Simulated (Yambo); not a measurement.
CsBH4 (space group F-43m, No. 216), G0W0@PBEsol in Yambo with this input:

```
rim_cut
gw0
dyson
el_el_corr
HF_and_locXC
ppa
em1d
RandQpts= 1000000
RandGvec= 1 Ry
EXXRLvcs= 76 Ry
VXCRLvcs= 304 Ry
Chimod= "HARTREE"
% BndsRnXp
 1 | 170 |
%
NGsBlkXp= 8 Ry
% LongDrXp
 1.0 | 1.0 | 1.0 |
%
PPAPntXp= 27.2114 eV
% GbndRnge
 1 | 170 |
%
GTermKind= "BG"
DysSolver= "n"
ExtendOut
```

On a 4×4×4 mesh, with wavefunctions cut at 76 Ry, the gap (W → X) is 8.519 eV and the valence edge shifts by -2.142 eV.

Question: What happens with this change: 72 bands in W?

Answer: The gap falls by 0.060 eV, to 8.459 eV; the shift of the valence edge becomes -1.983 eV. Neither run is shown to be the converged limit.

Geometry of the Materials Project entry, not relaxed at this level; primitive cell a = b = c = 5.1845 Å, α = β = γ = 60.00°.

The structure is a Materials Project entry; no match was found in the copy of COD used, and its stability was not checked.

A shift is the quasiparticle energy of the state minus its PBEsol energy.
